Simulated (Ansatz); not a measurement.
ZrN (rock salt, Fm-3m) is relaxed with DFT-LDA in the program Ansatz with PAW potentials. What lattice parameters of the conventional cell result?

a = 4.525 Å.

Is it a metal or does it have a gap at this level?

No gap at this level.

The cell was relaxed with LDA under the symmetry of its start. No spin polarisation was allowed. With an odd number of electrons in the cell and no spin polarisation, the count alone makes it a metal. Spin–orbit coupling is left out wherever it is not named.

Potentials: the earlier of the program's two PAW sets. The files were generated under PBE; for other functionals the program regenerates the frozen cores, and for LDA and PBEsol the local potential too.
